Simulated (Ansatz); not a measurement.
Q: Each is relaxed and computed with r²SCAN (plane waves, PAW; program Ansatz). Which is the only metal?
A. GaN, I4mm (Ga on 2a, N on 2a)
B. ZnGaNO, Pna2_1 (Zn on 4a, Ga on 4a, O on 4a, N on 4a)
C. Ga2O3, La2O3 or Ni2Al3 type
D. GaSb, P-6m2 (Ga on 1a, Sb on 1f)

A: D, GaSb, P-6m2 (Ga on 1a, Sb on 1f). GaSb: metal; ZnGaNO: gap 1.69 eV; GaN: gap 0.75 eV (indirect); Ga2O3: gap 3.13 eV (direct). Constructed cells (a structure type filled with these elements, in neither database checked): GaSb, P-6m2 (Ga on 1a, Sb on 1f); Ga2O3, La2O3 or Ni2Al3 type. Typed or built starts, not in the databases checked: ZnGaNO, Pna2_1 (Zn on 4a, Ga on 4a, O on 4a, N on 4a). Not the usual ambient phase: GaSb, P-6m2 (Ga on 1a, Sb on 1f); GaN, I4mm (Ga on 2a, N on 2a); Ga2O3, La2O3 or Ni2Al3 type. Unstable at this level: Ga2O3, La2O3 or Ni2Al3 type. All cells were relaxed under the symmetry of their starts (and spin orders); stability against distortions was not tested throughout. Spin–orbit coupling is left out wherever it is not named.

Potentials: the earlier of the program's two PAW sets.
